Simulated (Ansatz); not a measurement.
Ta3Sb:
```xyz
8
Lattice="5.2697 0.0000 0.0000 0.0000 5.2697 0.0000 0.0000 0.0000 5.2697" Properties=species:S:1:pos:R:3 pbc="T T T"
Ta     1.3174     0.0000     2.6349
Ta     2.6349     3.9523     0.0000
Ta     3.9523     0.0000     2.6349
Ta     2.6349     1.3174     0.0000
Ta     0.0000     2.6349     3.9523
Ta     0.0000     2.6349     1.3174
Sb     0.0000     0.0000     0.0000
Sb     2.6349     2.6349     2.6349
```

Relaxed with r²SCAN.

Map the valence electron density (e/Å³), cut off at 3 on the plane through (0.250, 0.000, 0.500) spanned by u = [1, 0, 0] and v = [0, 1, 0] in lattice vectors, from r²SCAN in the plane-wave PAW code Ansatz.

x is the fraction of u, y of v (the angle between them is 90°; rows are the nearest grid lines); atoms in the plane: Ta at (0.00, 0.00), Ta at (0.50, 0.00), Sb at (0.25, 0.50).
```
y \ x   0.000  0.0769  0.192  0.269  0.346  0.462  0.538  0.654  0.731  0.808  0.923   1.00
------  -----  ------  -----  -----  -----  -----  -----  -----  -----  -----  -----  -----
1.00     3.00    3.00  0.761  0.509   1.78   3.00   3.00   1.78  0.509  0.761   3.00   3.00
0.923    3.00    3.00  0.528  0.406   1.06   3.00   3.00   1.05  0.414  0.535   3.00   3.00
0.846    1.55   0.922  0.295  0.282  0.352   1.37   1.35  0.373  0.294  0.312  0.920   1.55
0.769   0.275   0.254  0.281  0.292  0.265  0.265  0.272  0.250  0.251  0.250  0.262  0.275
0.692   0.229   0.285  0.487  0.536  0.412  0.249  0.222  0.246  0.263  0.256  0.225  0.229
0.615   0.270   0.443   2.00   2.87   1.12  0.329  0.245  0.286  0.337  0.317  0.243  0.270
0.538   0.315   0.666   3.00   3.00   3.00  0.423  0.272  0.347  0.454  0.409  0.266  0.315
0.462   0.315   0.666   3.00   3.00   3.00  0.423  0.272  0.347  0.454  0.409  0.266  0.315
0.385   0.270   0.443   2.00   2.87   1.12  0.329  0.245  0.286  0.337  0.317  0.243  0.270
0.308   0.229   0.285  0.487  0.536  0.412  0.249  0.222  0.246  0.263  0.256  0.225  0.229
0.231   0.275   0.254  0.281  0.292  0.265  0.265  0.272  0.250  0.251  0.250  0.262  0.275
0.154    1.55   0.922  0.295  0.282  0.352   1.37   1.35  0.373  0.294  0.312  0.920   1.55
0.0769   3.00    3.00  0.528  0.406   1.06   3.00   3.00   1.05  0.414  0.535   3.00   3.00
0.000    3.00    3.00  0.761  0.509   1.78   3.00   3.00   1.78  0.509  0.761   3.00   3.00
```

The density is the valence pseudo-density with augmentation charge, so density and ELF within about 1 Å of a nucleus are not all-electron values.

Space group Pm-3n (A15 (Cr3Si type)). The workflow started from an entry of the Crystallography Open Database (COD). Whether it is the stable phase at ambient conditions was not checked. Symmetry was held in the r²SCAN relaxation; its stability against distortions is not shown here. No spin polarisation was allowed. Scalar-relativistic: spin–orbit coupling is off unless named, which matters more the heavier the elements.

Potentials: the later of the program's two PAW sets.
